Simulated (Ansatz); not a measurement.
Here is the system:

VCu3Se4:
```cif
data_Cu3Se4V
_chemical_formula_sum 'V1 Cu3 Se4'
_space_group_name_H-M_alt 'P-43m'
_space_group_IT_number 215
_space_group_name_Hall 'P -4 2 3'
_cell_length_a 5.66392
_cell_length_b 5.66392
_cell_length_c 5.66392
_cell_angle_alpha 90.000
_cell_angle_beta 90.000
_cell_angle_gamma 90.000
loop_
_atom_site_label
_atom_site_type_symbol
_atom_site_symmetry_multiplicity
_atom_site_Wyckoff_symbol
_atom_site_fract_x
_atom_site_fract_y
_atom_site_fract_z
_atom_site_occupancy
V1 V 1 a 0.00000 0.00000 0.00000 1
Cu1 Cu 3 d 0.00000 0.00000 0.50000 1
Se1 Se 4 e 0.23667 0.23667 0.23667 1
```

This is the HSE06-relaxed structure.

Problem. All from HSE06 in the plane-wave PAW code Ansatz, unless another level is named. Predict the smallest direct gap on the standard path.

Solution. 2.07 eV.

Problem. Give the band gap.

Solution. 1.77 eV (indirect).

Problem. And the valence-band maximum?

Solution. at R.

Problem. Predict the conduction-band minimum.

Solution. at X (3 equivalent valleys).

The workflow started from a Materials Project entry (that database holds measured and hypothetical structures alike); the Crystallography Open Database copy checked does not list it. Whether it is the stable phase at ambient conditions was not checked. The cell was relaxed with HSE06 under the symmetry of its start; whether a distortion lowers the energy is not shown. No spin polarisation was allowed. The hybrid was solved on a coarse mesh, the path and, where they were found, the r²SCAN edge points; its band edges are the extreme levels among these. Spin–orbit coupling is left out wherever it is not named.

Potentials: the later of the program's two PAW sets.
